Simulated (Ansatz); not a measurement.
PbTe (rock salt)

```
PbTe
1.0
    0.00000     3.28451     3.28451
    3.28451     0.00000     3.28451
    3.28451     3.28451     0.00000
Te Pb
1 1
Cartesian
  0.00000   0.00000   0.00000
  3.28451   3.28451   3.28451
```

Scan: atom 2 (Pb, nearest neighbour Te at 3.285 Å; its periodic images, 4.6 Å or more away, move with it) is displaced along Cartesian x, direction (1.000, 0.000, 0.000) in Cartesian axes, by s. The other atoms stay.

The numbers are results of PBE (plane waves to 420 eV, PAW, scalar-relativistic; Ansatz, a first-principles code), not measurements. k mesh 7×7×7 (Γ-centred), Fermi-Dirac smearing 0.05 eV. Energies are smeared free energies. PbTe was relaxed with its symmetry unable to fall. Spin-orbit coupling is left out, though Pb and Te are heavy. The zero of ΔE is the undisplaced structure.

| s (Å) | ΔE (meV/cell) |
|---|---|
| -0.990 | 2564 |
| -0.792 | withheld |
| -0.594 | 368 |
| -0.396 | 85 |
| -0.198 | 7 |
| 0.000 | 0 |
| 0.198 | 7 |
| 0.396 | 85 |
| 0.594 | 368 |
| 0.792 | withheld |
| 0.990 | 2564 |

Task: Fit an even polynomial form (powers 2, 4) to the given rows and predict ΔE at s = -0.792.

Result: Least squares on the 9 given rows: ΔE = (153.7)·s² + (2513)·s⁴, in meV/cell with s in Å; root-mean-square residual 1.5 meV/cell. At -0.792 the fit gives 1085 meV/cell; the calculation gives 1070 meV/cell, so the interpolation is off by 15 (+1.4 %). The quadratic term alone would give 96 meV/cell.

(A displaced cell: forces are minus the slopes of the energy, force constants its curvatures, and phonons follow from these.)
